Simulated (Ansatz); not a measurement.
Given:

LaNiO$_{3}$:
Space group Pm-3m (No. 221); a = b = c = 3.780 Å, α = β = γ = 90.00°

```json
[
 {"atom": "La", "site": "1b", "symmetry": "m-3m", "x": "0.5000", "y": "0.5000", "z": "0.5000"},
 {"atom": "Ni", "site": "1a", "symmetry": "m-3m", "x": "0.0000", "y": "0.0000", "z": "0.0000"},
 {"atom": "O", "site": "3d", "symmetry": "4/mm.m", "x": "0.0000", "y": "0.0000", "z": "0.5000"}
]
```

This is the PBEsol-relaxed structure.

**Question.** All from the program Ansatz at the PBEsol level (PAW), unless another level is named. Give the electronic character.

**Answer.** metallic (no gap).

**Question.** And the density of states at the Fermi level?

**Answer.** 0.25 states/eV per atom (mean over ±0.08 eV).

**Question.** And the formation energy from the elements (no fitted shifts)?

**Answer.** -2.20 eV/atom.

**Question.** And the gap with spin–orbit coupling?

**Answer.** none (metallic).

The first step of the workflow began from a Materials Project structure, measured or hypothetical; the Crystallography Open Database copy checked does not list it. COD files the formula under space group No. 167. Whether it is the stable phase at ambient conditions was not checked. Symmetry was held in the PBEsol relaxation; whether a distortion lowers the energy is not shown. The workflow began spin-polarised and lost its moments. No Hubbard U is applied. The compound may be a true metal, but semilocal functionals without U, or a wrong spin order, can also close a gap. The references are the lowest solids computed at this level, not always the standard phases (solids in place of the gases). Spin–orbit coupling is left out wherever it is not named.

Potentials: the later of the program's two PAW sets.
